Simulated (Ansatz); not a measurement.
BiTe: energy along a strain

BiTe, Fm-3m, a = 6.470 Å (as given, not relaxed at this level: 0.8 GPa). The structure is a COD entry; whether it is the stable form wasn't checked. Ansatz: PBE, PAW, 420 eV, Γ-centred 14×14×14 mesh on 2 atoms, Gaussian smearing 0.15 eV; no spin polarisation. Cell vectors (Å): 0.000 3.235 3.235; 3.235 0.000 3.235; 3.235 3.235 0.000. The cell is strained by x per cent times the pattern (0 0 0 0 0 1) in the order xx yy zz yz xz xy (engineering shears), with fractional coordinates held. y is the free energy over the start, V0 = 33.855 Å³/atom. Symmetry makes y even in x. Points with a strain past 8.5 % were computed too (2) and aren't used here.

```tsv
x (%)	y (meV/atom)
-5.00	0.07
0.00	0.00
1.25	0.00
2.50	0.02
3.75	0.04
6.25	0.09
7.50	?
```

Fit y = c2 x² + c4 x⁴ to the other rows, get the stiffness along the pattern, and predict the missing energy.

Least squares on the rows shown. y = 0.003345 x² − 2.611×10⁻⁵ x⁴. The clamped-ion stiffness p·C·p = 2 × 0.03345 eV × 160.2 / 33.855 Å³ = 0.3 GPa, which is C66 in these axes (C44 of the cubic crystal) (second derivative at the start, which stands under stress). With a term in x⁶ added, the coefficient of x² becomes 0.002685, 20 % less, which shows how far this figure hangs on the form. At x = 7.50 the fit asked for gives 0.11 meV/atom. The run gave 0.10 meV/atom, so the fit is 0.01 meV/atom too high, small in itself but 10 % of the span of the series.

Spin–orbit coupling is left out, which can shift energies with elements as heavy as these.